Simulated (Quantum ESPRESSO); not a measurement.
One change at a time to HfIrMo2RuW3

Calculated results; nothing here was measured. They come from Quantum ESPRESSO 7.5, a public plane-wave density functional program. Each row is one single-point run on a made-up periodic cell of eight metal atoms, with elements, volume, strain and displacements drawn at random and not relaxed, so a cell may be unstable or far from any real phase. There is no spin polarisation or spin-orbit coupling.

Settings: PBE unless stated; PseudoDojo standard norm-conserving files; Fermi-Dirac width 0.25 eV, which means electrons at about 2900 K; cutoff 1143 eV; 5 x 5 x 4 k mesh shifted half a step off Gamma. E is the free energy of the whole cell (internal energy minus TS), so a -TS column is already part of it. Stress is positive in tension, and the pressure P is minus a third of its trace.

Checks: one run of this series was repeated at a higher cutoff and on a denser mesh, which moved values by no more than 0.010 eV, 0.13 GPa and 0.014 eV/Å, and a second program with other atomic files agreed on it to 2 % rms in force and 0.5 GPa in pressure. Known limits: the tin pseudopotential is less sure than most, with forces differing by about three percent from a second method on plain tin; heavy elements are run without spin-orbit coupling, which real alloys of them have; a spin test at this wide smearing found no moment, but such smearing suppresses magnetism that the real alloy may have.

The lattice is face-centred cubic, and the cell vectors in Å are (2.019, 4.039, 2.019); (2.019, -4.039, 2.019); (4.039, 0.000, -4.039), a volume of 131.76 Å³ in run 1. The elements on sites 1 to 8 are Ir Hf Ru Mo W W W Mo. Each later run makes one change to run 1 and keeps the rest. E is counted from run 1, and is n/a where other atomic files have another zero of energy.

```
run                           change  V (Å³)  P (GPa)  -TS (eV)  rms force (eV/Å)  largest change of a force component (eV/Å)  E (eV)
  1                             none  131.76     0.66    -1.859             0.981                                       0.000   0.000
  2          sites 4 and 6 exchanged  131.76     0.44    -1.862             0.947                                       0.261  -0.009
  3    all lengths scaled by -1.04 %  127.69     8.73    -1.794             1.088                                       0.249   0.117
  4                     Sn on site 7  131.76     7.60    -1.651             0.783                                       1.121     n/a
  5  site 2 moved by -0.11 Å along x  131.76     0.67    -1.848             0.927                                       1.265       ?
```

## Worked estimate

Along the move dE = -F dx. The force on site 2 along x is -1.060 eV/Å in run 1 and 0.205 eV/Å in run 5, and the move is -0.11 Å, so the mean force times the move gives an estimate.

## Withheld value

Question: what E should run 5 give?

The estimate is -0.047 eV. The calculation gave -0.047 eV.
